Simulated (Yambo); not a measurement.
Rb2NaAlF6 (space group Fm-3m, No. 225), G0W0@PBEsol in Yambo (2×2×2 mesh, plasmon pole; 8 Ry block, no terminator). The number N of bands in W and G is varied.

```
N    x = 1/N  gap Γ → Γ (eV)  shift of the valence edge (eV)
---  -------  --------------  ------------------------------
110  0.00909          10.750                          -2.257
160  0.00625          10.603                          -2.322
222  0.00450          10.561                          -2.403
286  0.00350               ?                               ?
```

Question: Basis-set arguments suggest E = E∞ + A x. Fix A and E∞ from the two rows above the withheld one, predict the row at 286 bands, and test the form.

Answer: Gap: A = (10.561 − (10.603))/(0.00450 − 0.00625) = 24.0, E∞ = 10.453 eV, so 10.537 eV is predicted; the run gave 10.556 eV (miss 19 meV). The first two rows have slope 51.8, so the form doesn't hold yet over the whole range. Shift: A = (-2.403 − (-2.322))/(0.00450 − 0.00625) = 46.3, E∞ = -2.611 eV, so -2.449 eV is predicted; the run gave -2.461 eV (miss 12 meV). The first two rows have slope 22.9, so the form doesn't hold yet over the whole range. The other settings are held fixed.

Geometry of the Materials Project entry, not relaxed at this level; primitive cell a = b = c = 5.975 Å, α = β = γ = 60.00°.

The structure is a Materials Project entry; no match was found in the copy of COD used, and its stability was not checked.

A shift is the quasiparticle energy of the state minus its PBEsol energy.
